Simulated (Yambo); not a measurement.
G0W0@LDA for SrAgO₂ (space group C2/m, No. 12) in Yambo. Reference settings: 2×2×4 Γ-centred k mesh, bands 9 to 197 and a 7 Ry block in the screening, 197 bands in G with the Bruneval-Gonze terminator, plasmon pole fitted at 27.2 eV. The LDA gap (-0.5, -0.5, 0) → (0, -0.5, -0.5) on this mesh is 0.89 eV; G0W0 gaps are taken between the same points.

Gap ((-0.5, -0.5, 0) → (0, -0.5, -0.5)) in eV against the number of bands and the screening block, terminator on:

| bands (W and G) | 2 Ry | 3 Ry | 4 Ry | 6 Ry | 7 Ry |
|---|---|---|---|---|---|
| 64 | 2.186 | 2.017 | 1.913 | 1.850 | 1.842 |
| 87 | 2.145 | 1.976 | 1.873 | 1.814 | 1.808 |
| 119 | 2.126 | 1.955 | 1.853 | 1.797 | 1.791 |
| 158 | 2.117 | 1.939 | 1.835 | 1.778 | 1.772 |
| 197 | 2.117 | 1.936 | 1.831 | 1.772 | 1.767 |

Rough cost of the Yambo step against the reference (shared machines):

```csv
bands (W and G),2 Ry,3 Ry,4 Ry,6 Ry,7 Ry
64,1/7,1/7,1/6,1/6,1/5
87,1/4,1/4,1/4,1/3,1/3
119,1/3,1/3,1/3,1/2,1/2
158,~1,~1,~1,~1,~1
197,~1,~1,~1,~1,1
```

At the largest block the last step in bands moves the gap by -0.005 eV; at the most bands the last step in the block moves it by -0.005 eV.

In the run with 197 bands and a 7 Ry block, which covers more k points, the smallest G0W0 gap is 1.69 eV, (0, -0.5, -0.5) → (0, -0.5, -0.5). The mesh misses a band edge: along a dense path the LDA gap is 0.71 eV against 0.89 eV on the mesh.

Spin-orbit splittings are left out.

Geometry of the Materials Project entry, not relaxed at this level; primitive cell a = b = 5.9823 Å, c = 3.5887 Å, α = β = 90.44°, γ = 105.64°.

The structure is a Materials Project entry; no match was found in the copy of COD used, and its stability was not checked.
